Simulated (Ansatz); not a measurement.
Zr:
```cif
data_Zr2
_chemical_formula_sum 'Zr2'
_space_group_name_H-M_alt 'P63/mmc'
_space_group_IT_number 194
_space_group_name_Hall '-P 6c 2c'
_cell_length_a 3.14324
_cell_length_b 3.14324
_cell_length_c 5.09235
_cell_angle_alpha 90.000
_cell_angle_beta 90.000
_cell_angle_gamma 120.000
loop_
_atom_site_label
_atom_site_type_symbol
_atom_site_symmetry_multiplicity
_atom_site_Wyckoff_symbol
_atom_site_fract_x
_atom_site_fract_y
_atom_site_fract_z
_atom_site_occupancy
Zr1 Zr 2 c 0.33333 0.66667 0.25000 1
```

Relaxed with LDA.

Decompose the optical modes at the zone centre into irreducible representations, and say which are infrared and Raman allowed.

Point group 6/mmm: Γ_opt = B1g + E2g. Infrared: none. Raman: E2g.

Assign frequencies (DFPT, LDA in the plane-wave PAW code Ansatz).

E2g 52, B1g 172 cm⁻¹.

Subscripts of B labels follow the axes of the standard setting.

Space group P6_3/mmc (hcp (Mg type)). Symmetry was held in the LDA relaxation; of distortions, only those at the zone centre were tested. No spin polarisation was allowed. As this level gives no gap, phonon frequencies hold no LO–TO term and depend on the k-mesh and smearing (Fermi–Dirac, 0.1 eV here).

Potentials: the earlier of the program's two PAW sets.
